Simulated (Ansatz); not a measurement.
# K3Cr2: reading a single point

```
Cr K
1.0
     3.56952    6.18259    0.00000
    -3.56952    6.18259    0.00000
     0.00000   -4.12172    6.52276
Cr K
4 6
Cartesian
  0.0000 4.1217 0.3614
  0.0000 0.0000 2.9000
  0.0000 4.1217 6.1614
  0.0000 8.2434 3.6227
  -1.2893 6.1826 4.8921
  -1.1401 1.9747 4.8921
  2.4294 4.2079 4.8921
  1.2893 2.0609 1.6307
  1.1401 6.2687 1.6307
  -2.4294 4.0356 1.6307
```

Level: r2SCAN, no spin polarisation; 500 eV; 6×6×6 Γ-centred mesh; fermi-dirac occupations (width 0.1 eV); Ansatz 0.2.0, fixed geometry.

Question: Give the Bader charges.

Answer: Bader charges in e: K +0.50, Cr -0.74. In the mean K gives up most and Cr takes most.

Question: What happens at the Fermi level?

Answer: It is a metal, with about 17 states/eV a cell as the mean within 0.25 eV of the Fermi level, mostly Cr d (81 %).

Question: Which atom feels the largest force, and which way?

Answer: The largest is on Cr1 (and as large on other atoms): 0.77 eV/Å, components (0.00, 0.00, -0.77). It makes 118° with the line to a nearest neighbour, K8 at 2.74 Å.

Question: Is the cell too large or too small?

Answer: The pressure is 7.1 GPa (compression positive), so with the atoms held at these fractions the cell would first expand.

Origin: a known structure type with other elements, at an estimated volume, so it need not be a known compound. Caveats: no spin polarisation, so a magnetic state may lie lower.

Run time, from a saved density: 6.3 min on 1 thread of Arm Neoverse V1, on a shared host, peak memory 1.7 GiB. The time holds forces, stress, Bader, DOS, bands, ELF.
